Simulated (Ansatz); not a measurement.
Profile along the Pb–Pb line in Pb (fcc, Cu type)

Pb (fcc, Cu type), conventional cell a = 4.991 Å, b = 4.991 Å, c = 4.991 Å, α = 90.00°, β = 90.00°, γ = 90.00°. The calculation uses the primitive cell of 1 atom, to which meshes and values per cell refer.

Fields along a shortest Pb–Pb line of a {110} plane (3.53 Å), from Pb to Pb, interpolated on the slice's grid (step about 0.2 Å). Calculation: r2SCAN (plane waves to 500 eV, PAW, scalar-relativistic; Ansatz, a quantum-chemistry and plane-wave program). k mesh 16×16×16. These are valence fields of a PAW run, semicore shells included where kept as valence: close to a nucleus they are smooth pseudo fields. Pb was relaxed with its symmetry unable to fall. Spin-orbit coupling is left out, though Pb is heavy.

```tsv
distance from Pb (Å)	valence electron density (e/Å³)	electron localisation function
0.00	10.39	x
0.18	9.24	x
0.35	6.69	x
0.53	4.15	0.14
0.71	2.22	0.32
0.88	1.07	0.41
1.06	0.53	0.39
1.24	0.29	0.35
1.41	0.18	0.31
1.59	0.13	0.24
1.76	0.12	0.22
1.94	0.13	0.24
2.12	0.18	0.31
2.29	0.29	0.35
2.47	0.53	0.39
2.65	1.07	0.41
2.82	2.22	0.32
3.00	4.15	0.14
3.18	6.69	x
3.35	9.24	x
3.53	10.39	x
```

x: too close to a nucleus for the ELF to mean much.

Density on the Pb–Pb line (3.53 Å) at its midpoint: 0.12 e/Å³. ELF at that point: 0.2.
